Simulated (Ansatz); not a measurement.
HfB$_{2}$:
```
CELL_PARAMETERS angstrom
      3.10309     0.00000     0.00000
     -1.55155     2.68736     0.00000
      0.00000     0.00000     3.42204
ATOMIC_POSITIONS crystal
  Hf 0.00000 0.00000 0.00000
  B  0.33333 0.66667 0.50000
  B  0.66667 0.33333 0.50000
```

Relaxed with LDA. Special points in fractions of this cell's reciprocal vectors: Γ (0.000, 0.000, 0.000); M (0.500, 0.000, 0.000); K (0.333, 0.333, 0.000); A (0.000, 0.000, 0.500); L (0.500, 0.000, 0.500); H (0.333, 0.333, 0.500).

Question: List the band energies nearest the Fermi level at these points for plane-wave PAW LDA (Ansatz code).

Answer: In eV from the Fermi level; about four levels below and three above (degenerate sets whole), none deeper than 8.9 eV; points with the same levels are listed once.

```json
[
 {"k": "Γ", "below": "-3.13 -3.05 -3.05 -2.63", "above": "4.08 4.08 4.79 4.79"},
 {"k": "M", "below": "-8.84 -4.27 -3.43 -3.03", "above": "2.28 2.74 5.81"},
 {"k": "K", "below": "-8.17 -8.17 -7.93 -2.67 -2.67", "above": "1.77 1.77 3.45"},
 {"k": "A", "below": "-8.49 -1.18 -1.18", "above": "0.20 0.20 0.93 0.93"},
 {"k": "L", "below": "-7.39 -5.16 -4.87 -2.54", "above": "4.31 4.35 6.40"},
 {"k": "H", "below": "-5.51 -3.17 -3.17", "above": "4.69 5.59 7.29 7.29"}
]
```

Space group P6/mmm. The LDA relaxation kept the symmetry of its start; of distortions, only those at the zone centre were tested. No spin polarisation was allowed. Spin–orbit coupling is left out wherever it is not named.

Potentials: the later of the program's two PAW sets.
